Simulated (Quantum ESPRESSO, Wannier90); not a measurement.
# BeTe (zinc blende), plane waves to Wannier functions

```xyz
2
Lattice="0.0000 2.8315 2.8315 2.8315 0.0000 2.8315 2.8315 2.8315 0.0000" Properties=species:S:1:pos:R:3 pbc="T T T"
Be     0.0000     0.0000     0.0000
Te     1.4157     1.4157     1.4157
```

Materials Project entry mp-252; symmetrised, unrelaxed at this level. COD (Crystallography Open Database) has an entry of this formula and space group (matched by these alone). Level: PBEsol, spinors with spin-orbit coupling; pw.x of Quantum ESPRESSO at 71 Ry with PseudoDojo potentials, 8×8×8 k-points, Wannier90. Density: 10×10×10 mesh, cold smearing 0.01 Ry.

A tight-binding model is made by disentanglement and projection with no localisation steps (num_iter = 0), so the 16 orbitals stay atom-like: hydrogen-like Be: s;p; Te: s;p, axes along x, y, z; frozen window up to 6.61 eV relative to the valence-band maximum. It follows pw.x to 9.0 meV rms for states up to 2.6 eV relative to the valence-band maximum. Matrix elements depend on this choice of orbitals and windows.

The 30 largest hoppings ⟨m,0|H|n,R⟩ between different sites (one of each Hermitian pair; signs follow the real orbitals' lobes; the list may end inside a set of equal values):

| m | n | R | distance of the centres (Å) | t (eV) | Im t (eV) |
|---|---|---|---|---|---|
| Te2 s↑ | Be1 s↑ | 0 0 0 | 2.45 | -1.669 | 0.000 |
| Te2 s↓ | Be1 s↓ | 0 0 0 | 2.45 | -1.669 | 0.000 |
| Te2 s↑ | Be1 s↑ | 0 0 1 | 2.45 | -1.669 | 0.000 |
| Te2 s↓ | Be1 s↓ | 0 0 1 | 2.45 | -1.669 | 0.000 |
| Te2 s↑ | Be1 s↑ | 0 1 0 | 2.45 | -1.669 | 0.000 |
| Te2 s↓ | Be1 s↓ | 0 1 0 | 2.45 | -1.669 | 0.000 |
| Te2 s↑ | Be1 s↑ | 1 0 0 | 2.45 | -1.669 | 0.000 |
| Te2 s↓ | Be1 s↓ | 1 0 0 | 2.45 | -1.669 | 0.000 |
| Te2 s↑ | Be1 pz↑ | 0 0 0 | 2.45 | -1.393 | 0.000 |
| Te2 s↑ | Be1 px↑ | 0 0 0 | 2.45 | -1.393 | 0.000 |
| Te2 s↑ | Be1 py↑ | 0 0 0 | 2.45 | -1.393 | 0.000 |
| Te2 s↓ | Be1 pz↓ | 0 0 0 | 2.45 | -1.393 | 0.000 |
| Te2 s↓ | Be1 px↓ | 0 0 0 | 2.45 | -1.393 | 0.000 |
| Te2 s↓ | Be1 py↓ | 0 0 0 | 2.45 | -1.393 | 0.000 |
| Te2 s↑ | Be1 pz↑ | 0 0 1 | 2.45 | -1.393 | 0.000 |
| Te2 s↑ | Be1 px↑ | 0 0 1 | 2.45 | 1.393 | 0.000 |
| Te2 s↑ | Be1 py↑ | 0 0 1 | 2.45 | 1.393 | 0.000 |
| Te2 s↓ | Be1 pz↓ | 0 0 1 | 2.45 | -1.393 | 0.000 |
| Te2 s↓ | Be1 px↓ | 0 0 1 | 2.45 | 1.393 | 0.000 |
| Te2 s↓ | Be1 py↓ | 0 0 1 | 2.45 | 1.393 | 0.000 |
| Te2 s↑ | Be1 pz↑ | 0 1 0 | 2.45 | 1.393 | 0.000 |
| Te2 s↑ | Be1 px↑ | 0 1 0 | 2.45 | 1.393 | 0.000 |
| Te2 s↑ | Be1 py↑ | 0 1 0 | 2.45 | -1.393 | 0.000 |
| Te2 s↓ | Be1 pz↓ | 0 1 0 | 2.45 | 1.393 | 0.000 |
| Te2 s↓ | Be1 px↓ | 0 1 0 | 2.45 | 1.393 | 0.000 |
| Te2 s↓ | Be1 py↓ | 0 1 0 | 2.45 | -1.393 | 0.000 |
| Te2 s↑ | Be1 pz↑ | 1 0 0 | 2.45 | 1.393 | 0.000 |
| Te2 s↑ | Be1 px↑ | 1 0 0 | 2.45 | -1.393 | 0.000 |
| Te2 s↑ | Be1 py↑ | 1 0 0 | 2.45 | 1.393 | 0.000 |
| Te2 s↓ | Be1 pz↓ | 1 0 0 | 2.45 | 1.393 | 0.000 |
